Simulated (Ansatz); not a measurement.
Lattice vibrations of Na4Bi at Γ

Theory: Ansatz 0.2.0, DFT PBE, scalar-relativistic, plane waves, PAW. Plane waves to 420 eV; Γ-centred k mesh 8×8×8; Fermi-Dirac smearing of 0.15 eV. No spin polarisation. Phonons by linear response, acoustic sum rule imposed.

Relaxed structure:
```
Na Bi
1.0
    -3.70753    3.70753    3.70753
     3.70753   -3.70753    3.70753
     3.70753    3.70753   -3.70753
Na Bi
4 1
Cartesian
  1.8538 1.8538 1.8538
  -1.8538 1.8538 1.8538
  1.8538 1.8538 -1.8538
  1.8538 -1.8538 1.8538
  0.0000 0.0000 0.0000
```

The cell was found from a structure generator's guess, not taken from experiment. In a metal, frequencies depend on the k mesh and the smearing, soft modes most. Spin–orbit coupling is left out, which matters for heavy elements.

Task: Is this structure stable against zone-centre distortions?

Result: No: 2 of the 12 optical modes are imaginary.

Task: List the optical modes at Γ (i marks imaginary ones).

Result:
| frequency (meV) | degeneracy |
| --- | --- |
| 6.5i | 2 |
| 8.1 | 3 |
| 12.8 | 3 |
| 17.2 | 1 |
| 21.7 | 3 |
